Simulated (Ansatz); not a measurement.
## Thickness series of a surface: fcc Al (111)

All-electron LAPW in Ansatz 0.2.0 under PBE, scalar-relativistic, energies extrapolated to zero smearing, no spin–orbit coupling, no spin polarisation. The 1×1 slabs (area 7.07 Å²) are cut from the bulk relaxed on PAW files, and their atoms are relaxed; γ counts from the bulk energy, Δd12 is the change of the outer spacing. No reconstruction is allowed, and meshes differ a little between slabs.

```tsv
planes	γ (J/m²)	Φ (eV)	Δd12 (%)
1	0.899	4.31	–
3	0.794	3.91	-0.7
4	?	4.04	?
5	0.850	4.11	1.6
6	0.839	4.05	0.7
```

Task: What belongs in the row "4", column "Δd12 (%)"?

Result: 1.2.

Task: Give the missing entry: row "4", column "γ (J/m²)".

Result: 0.857.

Task: How far have the values settled with thickness?

Result: Between 5 and 6 planes γ moves by -1.3 % and Φ by -0.07 eV. Thin films carry quantum-size oscillations, so two neighbours that agree don't prove convergence.
